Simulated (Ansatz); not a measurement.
## Zone-centre modes in MgO

All numbers below come from DFT PBEsol, scalar-relativistic, plane waves, PAW in Ansatz. Settings: plane waves to 420 eV, k-mesh 8×8×6 (Γ-centred), Gaussian smearing 0.05 eV. No spin polarisation.

The undisturbed cell (as given, not relaxed at this level):

```
CELL_PARAMETERS angstrom
0.00000 -2.13515 -2.13515
0.00000 2.13515 -2.13515
4.27030 0.00000 0.00000
ATOMIC_POSITIONS crystal
Mg 0.50000 0.50000 0.50000
Mg 0.00000 0.00000 0.00000
O 0.50000 0.50000 0.00000
O 0.00000 0.00000 0.50000
```

Harmonic modes by finite displacements of 0.02 Å, without the LO–TO term. The cell doubles the primitive one, so its zone centre also holds the primitive cell's point q = (0, 1/2, 1/2).

Problem. At this geometry, is the structure stable against these modes?

Solution. Yes: no mode is imaginary beyond 10 cm⁻¹, and only the three translations lie near zero.

Problem. List the wavenumbers in cm⁻¹.

Solution. 0, 0, 0, 276, 276, 351, 351, 351, 387, 401, 401, 512.

Cost: 1 run of about 0.44 core-minutes, on Arm Neoverse N1 (shared hosts).